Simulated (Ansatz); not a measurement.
GaAs in space group P4/mmm (No. 123; Ga on 1b, As on 1a), the program Ansatz at the LDA level (PAW), all energies at zero smearing, with the estimated change up to a 700 eV cutoff added, with one set of potentials and settings (totals compare only within such a set). Cell of 2 atoms (1 Ga, 1 As): -8480.550 eV.

```tsv
element	reference phase	E (eV/atom)
Ga	Cmce, 4 atoms in the cell	-3706.9858
As	R-3m, 2 atoms in the cell	-4773.6775
```

Formation energy per atom, worked out: (-8480.550 − 1×(-3706.9858) − 1×(-4773.6775))/2 = 0.057 eV/atom (5 kJ per mol of atoms), at 0 K, without zero-point energy or fitted corrections.

The first step of the workflow began from a Materials Project structure, measured or hypothetical; the Crystallography Open Database copy checked does not list it. It is not the phase usual at ambient conditions (space group No. 216). The LDA relaxation kept the symmetry of its start; its stability against distortions is not shown here. The references are the lowest solids computed at this level, not always the standard phases.

Potentials: the earlier of the program's two PAW sets. The files were generated under PBE; for other functionals the program regenerates the frozen cores, and for LDA and PBEsol the local potential too.
